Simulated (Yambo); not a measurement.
Material: RbHgF3 (cubic perovskite, space group Pm-3m, No. 221); a = b = c = 4.549 Å, α = β = γ = 90.00° (5 atoms in the cell). The geometry is that of Materials Project entry mp-7482, symmetrised and not relaxed again.

With PBEsol (pw.x of Quantum ESPRESSO, ONCV potentials, with spin-orbit coupling), the gap between the mesh's edge points (R → Γ) is 0.349 eV.

Task: Estimate the G0W0 gap between the same points from Yambo (2×2×2 Γ-centred k mesh, bands 9 to 286 and a 7 Ry block in the screening, 286 bands in G with the Bruneval-Gonze terminator, plasmon pole fitted at 27.2 eV).

Result: The correction is 1.876 eV, giving 2.225 eV, 6.4 times the PBEsol value.  Nearest settings tried, and what they do to the gap: 120 bands in G: +49 meV; 6 Ry block (179 vectors against 251): -3 meV. Not varied: bands in W, mesh. So the settings aren't converged at that level. The k mesh is coarse. The cell is held in this high symmetry; tilts and polar distortions were not searched.
